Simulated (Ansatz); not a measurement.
# Lattice vibrations of SiSn7 at Γ

Level of theory: Ansatz, DFT PBE, scalar-relativistic, plane waves, PAW. Settings: 420 eV plane-wave cutoff, Γ-centred 6×6×6 mesh, Gaussian smearing of 0.10 eV. No spin polarisation. Phonons by linear response, acoustic sum rule imposed.

Equilibrium structure at this level:
```
CELL_PARAMETERS angstrom
6.50625 0.00000 0.00000
0.00000 6.50625 0.00000
0.00000 0.00000 6.50625
ATOMIC_POSITIONS crystal
Si 0.00000 0.00000 0.00000
Sn 0.23857 0.23857 0.23857
Sn 0.00000 0.50000 0.50000
Sn 0.50000 0.50000 0.00000
Sn 0.50000 0.00000 0.50000
Sn 0.76143 0.23857 0.76143
Sn 0.76143 0.76143 0.23857
Sn 0.23857 0.76143 0.76143
```

The cell was found from a structure generator's guess, not taken from experiment. In a metal, frequencies depend on the k mesh and the smearing, soft modes most. Spin–orbit coupling is left out, which matters for heavy elements.

Question: Is this structure stable against zone-centre distortions?

Answer: Yes, at Γ: no optical mode is imaginary. Strains and other wave vectors aren't tested by this run.

Question: List the optical modes at Γ (i marks imaginary ones).

Answer:
```csv
frequency (cm⁻¹),degeneracy
39,3
47,3
142,1
148,2
155,3
173,3
174,3
284,3
```
